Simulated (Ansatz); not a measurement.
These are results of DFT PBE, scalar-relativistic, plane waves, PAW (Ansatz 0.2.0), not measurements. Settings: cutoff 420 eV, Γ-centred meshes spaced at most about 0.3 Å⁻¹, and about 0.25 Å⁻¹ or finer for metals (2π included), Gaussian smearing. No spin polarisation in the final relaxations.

These are static total energies at zero pressure. Lower structures may exist.

Problem. Order these relaxed structures of Sn3Te by energy, lowest first, with the energy over the lowest of them.
A.

Space group I4/mmm (No. 139). a = 4.592 Å, b = 4.592 Å, c = 11.003 Å, α = 90.00°, β = 90.00°, γ = 90.00°
```tsv
atom	site	symmetry	x	y	z
Sn	4d	-4m2	0.0000	0.5000	0.2500
Sn	2b	4/mmm	0.5000	0.5000	0.0000
Te	2a	4/mmm	0.0000	0.0000	0.0000
```

B.

Space group Pm-3m (No. 221). a = 4.878 Å, b = 4.878 Å, c = 4.878 Å, α = 90.00°, β = 90.00°, γ = 90.00°
```json
{"atom": "Sn", "site": "3c", "symmetry": "4/mm.m", "x": "0.5000", "y": "0.5000", "z": "0.0000"}
{"atom": "Te", "site": "1a", "symmetry": "m-3m", "x": "0.0000", "y": "0.0000", "z": "0.0000"}
```

C.

Space group Im-3m (No. 229). a = 6.257 Å, b = 6.257 Å, c = 6.257 Å, α = 90.00°, β = 90.00°, γ = 90.00°
```csv
atom,site,symmetry,x,y,z
Sn,6b,4/mm.m,0.5000,0.0000,0.0000
Te,2a,m-3m,0.0000,0.0000,0.0000
```

Solution. C (0 meV/atom), A (133 meV/atom), B (160 meV/atom). Forms: C Im-3m; A TiAl3 (D0_22) type, I4/mmm; B Cu3Au (L1_2) type, Pm-3m. Counting Sn atoms around Te (those within 1.25 times the shortest such distance or 1.15 times the sum of covalent radii, 1.27 where that leaves under three; a plus sign parts nearer from farther groups; the shortest distance is added where it exceeds 1.18 times the sum of covalent radii): C has Te 6; A has Te 4+8; B has Te 12 from 3.4 Å.

Spin–orbit coupling, which can matter for Te, is left out. The I4/mmm cell at 29.0 Å³/atom was relaxed from a Materials Project cell. The Pm-3m cell at 29.0 Å³/atom was relaxed from a Materials Project cell. Cells relaxed within their symmetry can be saddle points. Some types were kept out of the candidates beforehand, so the set may lack a known form.
